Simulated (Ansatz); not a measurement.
All numbers below come from Ansatz, DFT PBE, scalar-relativistic, plane waves, PAW, and for the lanthanide a 4f-in-core norm-conserving potential. All cells share a 630 eV cutoff and Γ-centred k meshes spaced at most about 0.3 Å⁻¹ (about 0.25 or finer for metals, 2π included). No spin polarisation in the final relaxations.

All energies are static (0 K, no zero-point motion).

Two forms of Dy3Br were relaxed alike.

A.

```yaml
crystal:
  lattice:
    - [1.91424, -2.98486, 0.00000]
    - [1.91424, 2.98486, 0.00000]
    - [0.00000, 0.00000, 10.34129]
  atoms:
    - { symbol: Dy, position: [0.50000, 0.50000, 0.76691] }
    - { symbol: Dy, position: [0.00000, 0.00000, 0.50000] }
    - { symbol: Dy, position: [0.50000, 0.50000, 0.23309] }
    - { symbol: Br, position: [0.00000, 0.00000, 0.00000] }
```

B.

```yaml
crystal:
  lattice:
    - [4.91762, 0.00000, 0.00000]
    - [0.00000, 4.91762, 0.00000]
    - [0.00000, 0.00000, 4.78219]
  atoms:
    - { symbol: Dy, position: [0.50000, 0.50000, 0.00000] }
    - { symbol: Dy, position: [0.50000, 0.00000, 0.50000] }
    - { symbol: Dy, position: [0.00000, 0.50000, 0.50000] }
    - { symbol: Br, position: [0.00000, 0.00000, 0.00000] }
```

**Question.** Which form is favoured at zero pressure, and by what margin per atom?

**Answer.** A is lower, by 0.40 eV/atom. A has space group Cmmm (No. 65), 29.5 Å³/atom and no gap on its mesh; B has space group P4/mmm (No. 123), 28.9 Å³/atom and no gap. Counting Dy atoms around Br (those within 1.25 times the shortest such distance or 1.15 times the sum of covalent radii, 1.27 where that leaves under three; a plus sign parts nearer from farther groups), A has Br 4+4 and B has Br 12. In A, Dy on a site of symmetry mm2 has 2 Br at 3.08 Å, 6 Dy at 3.36–3.55 Å, 2 Dy at 3.83 Å, 2 Br at 3.84 Å and 2 Dy at 4.07 Å; Dy on a site of symmetry mmm has 8 Dy at 3.36–3.55 Å, 2 Dy at 3.83 Å and 4 Dy at 4.07 Å; Br has 4 Dy at 3.08 Å, 4 Br at 3.55 Å, 2 Br at 3.83 Å and 4 Dy at 3.84 Å. In B, Dy on a site of symmetry 4/mmm has 8 Dy at 3.43 Å and 4 Br at 3.48 Å; Dy on a site of symmetry mmm has 4 Br at 3.43 Å and 8 Dy at 3.43–3.48 Å; Br has 12 Dy at 3.43–3.48 Å. Both come from invented guesses.

Cells relaxed within their symmetry can be saddle points.

The lanthanide is trivalent by construction, without f bands, f moments or other valences.
